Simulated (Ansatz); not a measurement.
**Vibrational response of Cu3Pd at 8 GPa**

Computed with Ansatz 0.2.0, DFT LDA, scalar-relativistic, plane waves, PAW. Plane waves to 420 eV; Γ-centred k mesh 12×12×12; Fermi-Dirac smearing of 0.15 eV. No spin polarisation. Phonons by linear response, acoustic sum rule imposed.

The cell, relaxed at 8 GPa:
```yaml
crystal:
  lattice:
    - [3.56868, 0.00000, 0.00000]
    - [0.00000, 3.56868, 0.00000]
    - [0.00000, 0.00000, 3.56864]
  atoms:
    - { symbol: Cu, position: [0.00000, 0.50000, 0.50000] }
    - { symbol: Cu, position: [0.50000, 0.00000, 0.50000] }
    - { symbol: Cu, position: [0.50000, 0.50000, 0.00000] }
    - { symbol: Pd, position: [0.00000, 0.00000, 0.00000] }
```

In a metal, frequencies and elastic constants depend on the k mesh and the smearing, soft modes and shear constants most. Other phases may be more stable at this pressure.

(1) Is this structure stable against zone-centre distortions?

(2) List the optical modes at Γ (i marks imaginary ones).

Results:

(1) Yes, at Γ: no optical mode is imaginary. Strains and other wave vectors aren't tested by this run.

(2)
```csv
frequency (meV),degeneracy
20.7,3
25.4,3
35.1,3
```

Cost: 1 run of about 5.9 core-minutes, on Intel Xeon Platinum 8375C (Ice Lake) (shared hosts).